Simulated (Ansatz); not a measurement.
GaN:
```
CELL_PARAMETERS angstrom
      3.12461     0.00000     0.00000
     -1.56230     2.70599     0.00000
      0.00000     0.00000     7.37131
ATOMIC_POSITIONS crystal
  Ga 0.50000 0.00000 0.50000
  Ga 0.00000 0.50000 0.16667
  Ga 0.50000 0.50000 0.83333
  N  0.50000 0.00000 0.00000
  N  0.00000 0.50000 0.66667
  N  0.50000 0.50000 0.33333
```

Relaxed with r²SCAN. Independent-particle spectrum: no excitons, no local fields, no scissors shift; 0.1 eV broadening; ε₁ of the summed bands alone.

Task: Tabulate the dielectric function from the program Ansatz at the r²SCAN level (PAW).

Result: 

```tsv
E (eV)	ε₁ xx	ε₂ xx	ε₁ zz	ε₂ zz
0.0	6.53	0.00	6.78	0.00
0.4	6.55	0.00	6.80	0.00
0.8	6.63	0.00	6.88	0.00
1.2	6.76	0.00	7.04	0.00
1.6	6.97	0.00	7.30	0.00
2.0	7.36	0.00	7.97	0.12
2.4	7.97	0.50	7.99	0.93
2.8	7.96	1.10	7.92	1.16
3.2	7.98	1.36	8.03	1.28
3.6	8.14	1.54	8.30	1.38
4.0	8.51	1.71	8.79	1.48
4.4	9.22	1.92	9.65	1.61
4.8	10.55	2.93	11.39	1.86
5.2	12.13	4.88	16.62	5.74
5.6	9.20	9.94	10.26	11.57
6.0	7.65	8.66	6.81	11.59
6.4	5.95	9.36	5.35	11.25
6.8	4.89	9.55	3.00	9.60
7.2	4.10	10.79	1.06	12.02
7.6	1.18	11.87	-1.87	8.49
8.0	-1.68	8.45	-0.34	6.49
8.4	-0.22	6.90	0.33	5.91
8.8	-1.58	7.08	-0.20	5.36
9.2	-1.68	4.99	0.56	5.95
9.6	-0.47	4.76	-0.28	5.56
10.0	-0.25	4.42	0.12	5.42
10.4	-0.74	5.02	-0.58	5.11
10.8	-0.92	4.62	-0.71	5.55
11.2	-1.29	4.82	-2.22	4.87
11.6	-1.94	3.94	-2.01	3.43
12.0	-1.84	3.09	-1.43	3.11
```

Task: From ε at 2.9 eV (xx: 7.95 + 1.18i), find n, k, the normal reflectivity and the absorption coefficient.

Result: n = 2.83, k = 0.209, R = 23 %, α = 2kE/ħc = 61000 cm⁻¹.

With all bands, ε∞ without local fields is 6.69 (xx = yy), 6.93 (zz).

Space group P6_222. The start of the workflow was typed in or built on a structure type; neither database checked (COD, Materials Project) lists it. It is not the phase usual at ambient conditions (space group No. 186, 216). The r²SCAN relaxation kept the symmetry of its start; its stability against distortions is not shown here. Spin–orbit coupling is left out wherever it is not named.

Potentials: the later of the program's two PAW sets.
